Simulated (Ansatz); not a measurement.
With plane-wave PAW r²SCAN (Ansatz code), Li₄MgNb₆O₁₈ in the trigonal phase (P3; Pearson symbol hP29) relaxes to a = 5.166 Å, c = 13.884 Å. Its formation energy from the elements is -2.80 eV/atom, with no fitted shifts.

The Kohn–Sham gap is 3.72 eV (indirect). The screened hybrid HSE06 puts the gap at 4.73 eV. Electrons at the band edge weigh 1.3, 2.3, 2.5 mₑ (principal values).

Perturbation theory gives ε∞ = 5.03 (xx = yy), 4.79 (zz). Born charges are Li +1.11 to +1.13, Mg +2.27, Nb +6.42 to +7.39, O -2.81 to -2.64 e. Bader charges are Li +0.91, Mg +1.76, Nb +2.83 to +2.90, O -1.32 to -1.22 e.

The start of the workflow was typed in or built on a structure type; neither database checked (COD, Materials Project) lists it. Its standing as an ambient phase is unchecked. The r²SCAN relaxation kept the symmetry of its start; whether a distortion lowers the energy is not shown. The run is not spin-polarised. The references are the lowest solids computed at this level, not always the standard phases (solids in place of the gases). Spin–orbit coupling is left out wherever it is not named.

Potentials: the later of the program's two PAW sets.
